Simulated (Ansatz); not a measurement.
The relaxed structure here is a generated cell of TaS2: the first start was made by a random draw of sites in a space group, and the end was not matched to a known phase here, so it may be hypothetical. Known forms of TaS2 include space group No. 164.

A relaxed structure of TaS₂. Space group Cm (No. 8). Method: PBEsol (plane waves to 420 eV, PAW, scalar-relativistic; Ansatz, an electronic-structure program).

```cif
data_S6Ta3
_chemical_formula_sum 'S6 Ta3'
_space_group_name_H-M_alt 'P 1'
_space_group_IT_number 1
_cell_length_a 6.17807
_cell_length_b 6.17807
_cell_length_c 5.81617
_cell_angle_alpha 91.060
_cell_angle_beta 91.060
_cell_angle_gamma 122.864
loop_
_space_group_symop_operation_xyz
  'x, y, z'
loop_
_atom_site_label
_atom_site_type_symbol
_atom_site_fract_x
_atom_site_fract_y
_atom_site_fract_z
_atom_site_occupancy
S1 S 0.10390 0.45616 0.28721 1
S2 S 0.45616 0.10390 0.28721 1
S3 S 0.12207 0.12207 0.83852 1
S4 S 0.41931 0.76109 0.77137 1
S5 S 0.76109 0.41931 0.77137 1
S6 S 0.78965 0.78965 0.24973 1
Ta1 Ta 0.77361 0.77361 0.64875 1
Ta2 Ta 0.13222 0.75940 0.03671 1
Ta3 Ta 0.75940 0.13222 0.03671 1
```

For TaS2, the volume per atom comes out as 20.70 Å³. The density is 6.55 g/cm³ and the band gap comes out as zero (metallic). The shortest distances is S–Ta 2.28 Å; S–S 3.15 Å; Ta–Ta 3.17 Å. The k-mesh comes out as 9×9×8.

Band energies at high-symmetry points (eV from the Fermi level; labels of this space group; no spin-orbit coupling), from −5 eV up to 2.9 eV:

```json
[
 {"point": "Γ", "energies": "-4.95 -4.78 -4.32 -4.32 -4.12 -3.52 -3.50 -3.23 -3.02 -2.71 -2.40 -2.02 -1.87 -1.19 0.12 0.39 0.41 1.07 1.26 1.80 2.26 2.45 2.49"},
 {"point": "Y", "energies": "-4.67 -4.50 -4.47 -4.11 -3.98 -3.73 -3.52 -3.41 -2.98 -2.71 -2.37 -2.31 -1.95 -1.08 -0.15 -0.02 0.54 1.11 1.59 1.82 2.10 2.19 2.63"},
 {"point": "M", "energies": "-4.77 -4.48 -4.25 -3.73 -3.58 -3.30 -3.11 -2.81 -2.61 -2.27 -2.07 -1.62 -1.55 -0.48 0.05 0.90 0.98 1.35 1.73 2.19 2.41 2.70"},
 {"point": "A", "energies": "-4.94 -4.79 -4.58 -4.56 -4.01 -3.77 -3.53 -3.18 -3.07 -2.69 -2.29 -2.09 -1.74 -0.97 0.21 0.40 0.45 0.71 1.60 1.67 2.00 2.01 2.67"},
 {"point": "L2", "energies": "-4.78 -4.58 -4.10 -3.72 -3.50 -3.30 -2.79 -2.71 -2.59 -2.22 -1.84 -1.63 -1.58 -0.41 -0.13 0.74 1.06 1.13 1.84 2.22 2.31 2.91"},
 {"point": "V2", "energies": "-4.81 -4.62 -4.31 -3.91 -3.89 -3.73 -3.60 -3.53 -3.01 -2.86 -2.49 -2.11 -1.93 -1.58 -0.66 -0.03 0.48 1.02 1.55 1.85 2.23 2.53 2.61"}
]
```

No spin polarisation in the result. The relaxed primitive cell holds an odd number of electrons. A magnetic state may lie lower.

The run could not lose the symmetry of its start: the end is stationary, and may be a saddle point rather than a minimum.
